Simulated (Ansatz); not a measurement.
CsScCl$_{3}$ squeezed and stretched

A database entry relaxed whole under r2SCAN (P6_3/mmc):

```yaml
crystal:
  lattice:
    - [7.50059, 0.00000, 0.00000]
    - [-3.75030, 6.49570, 0.00000]
    - [0.00000, 0.00000, 5.95530]
  atoms:
    - { symbol: Cs, position: [0.33333, 0.66667, 0.75000] }
    - { symbol: Cs, position: [0.66667, 0.33333, 0.25000] }
    - { symbol: Sc, position: [0.00000, 0.00000, 0.00000] }
    - { symbol: Sc, position: [0.00000, 0.00000, 0.50000] }
    - { symbol: Cl, position: [0.16291, 0.83709, 0.25000] }
    - { symbol: Cl, position: [0.32583, 0.16291, 0.75000] }
    - { symbol: Cl, position: [0.16291, 0.32583, 0.25000] }
    - { symbol: Cl, position: [0.83709, 0.16291, 0.75000] }
    - { symbol: Cl, position: [0.67417, 0.83709, 0.25000] }
    - { symbol: Cl, position: [0.83709, 0.67417, 0.75000] }
```

The cell was scaled uniformly, its shape held, and the atoms relaxed at each volume with plane-wave PAW DFT (Ansatz 0.2.0; r2SCAN, 500 eV, 5×5×6 Γ-centred mesh, fermi-dirac occupations of width 0.100 eV; no spin, no spin-orbit coupling). One row is withheld.

| volume (Å³/atom) | energy over the lowest (meV/atom) | pressure (GPa) |
| --- | --- | --- |
| 27.274 | 6.2 | 1.38 |
| 27.855 | 2.4 | 0.83 |
| 28.435 | 0.4 | 0.36 |
| 29.015 | 0.0 | -0.07 |
| 29.595 | ? | ? |
| 30.176 | 3.2 | -0.72 |
| 30.756 | 6.4 | -0.99 |

Problem. Fit the pressures of the other rows to the third-order Birch-Murnaghan form.

Solution. With f = [(V₀/V)^(2/3) − 1]/2 and P = 3B₀f(1 + 2f)^(5/2)[1 + 3(B₀′ − 4)f/2], least squares gives V₀ = 28.93 Å³ an atom, B₀ = 19.6 GPa and B₀′ = 6.3; the rows miss the fit by less than 0.01 GPa. The slope of the energies differs from these pressures by less than 0.05 GPa.

Problem. What does the withheld row hold?

Solution. The fit gives -0.42 GPa at 29.595 Å³; the run gave -0.41 GPa and 1.0 meV an atom.

Caveats: the shape of the cell was held, so B₀ is an upper bound where the axes differ in stiffness; 0 K, fixed nuclei; the symmetry was kept, and this need not be the phase that is stable at 0 K; one mesh for all volumes; pressure is positive in compression.
